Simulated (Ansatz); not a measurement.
HBr, DFT, PBEsol, all-electron LAPW, scalar-relativistic (Ansatz 0.2.0), on 1 thread of Arm Neoverse V1 (shared host).

Command: `ansatz run input.yaml --threads 1 --pin off --max-ram 2048MiB --backend cpu --events-out ev --progress --plain --runs-dir out`

```yaml
crystal:
  lattice:
    - [0.0, 2.6178561022, 2.8141953098]
    - [2.5784025971, 0.0, 2.8141953098]
    - [2.5784025971, 2.6178561022, 0.0]
  atoms:
    - { symbol: H, position: [0.0, 0.0, 0.0] }
    - { symbol: Br, position: [0.5, 0.5, 0.5] }
kpoints:
  mp_grid: { grid: [9, 9, 9] }
  band_path:
    path:
      - [0.0, 0.0, 0.0]
      - [0.5, 0.0, 0.5]
      - [0.5, 0.2173402871, 0.7173402871]
      - [0.5, 0.7826597129, 0.2826597129]
      - [0.5, 0.5, 0.0]
      - [0.7913761462, 0.5, 0.2913761462]
      - [0.2086238538, 0.5, 0.7086238538]
      - [0.0, 0.5, 0.5]
      - [0.241090941, 0.741090941, 0.5]
    npoints: 6
scf:
  occupations: { method: fermi_dirac, width: 0.03 }
hamiltonian:
  xc: pbesol
  pseudopotentials: { kind: all_electron, lapw: { basis_error: 0.001 } }
output:
  forces: true
  stress: true
  eigenvalues: true
  populations: true
```

(1) How large is the problem that the program sets up?

(2) About how long does it take?

Answers

(1) 125 irreducible k-points, 145 plane waves at Γ, 17 bands.

(2) 10 s of wall time for 7 SCF iterations. Times on shared machines scatter by tens of per cent.
